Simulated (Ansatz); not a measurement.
BaInHO₂ in space group P4/mmm (No. 123; Ba on 1d, In on 1a, O on 2f, H on 1b), plane-wave PAW r²SCAN (Ansatz code). The conduction-band minimum lies at Z, with 1 equivalent valley. Second derivatives d²E/dk² of the lowest band at one valley (eV·Å²), along Cartesian directions:

```tsv
direction	d²E/dk²
[100]	33.02
[010]	33.02
[001]	35.33
[110]	33.01
[101]	34.17
[011]	34.17
```

Task: Find the principal effective masses, the density-of-states mass and the conductivity mass.

Result: Off-diagonal terms follow from H_xy = H[110] − (H_xx + H_yy)/2, and m*/mₑ = 7.620 eV·Å² over each eigenvalue: 0.22, 0.23, 0.23. One valley's DOS mass (m₁m₂m₃)^(1/3) = 0.23, conductivity mass 3/(Σ 1/mᵢ) = 0.23 mₑ.

Task: What effective density of states Nc follows at 300 K for parabolic valleys?

Result: Nc = 2.509e19 × 1 × (0.23)^(3/2) ≈ 2.8e18 cm⁻³.

The start of the workflow was typed in or built on a structure type; neither database checked (COD, Materials Project) lists it. Its standing as an ambient phase is unchecked. Symmetry was held in the r²SCAN relaxation; whether a distortion lowers the energy is not shown. Spin–orbit coupling is left out wherever it is not named.

Potentials: the earlier of the program's two PAW sets. The files were generated under PBE; for other functionals the program regenerates the frozen cores, and for LDA and PBEsol the local potential too.

Edges and masses are those of Kohn–Sham bands, whose gap is no quasiparticle gap.
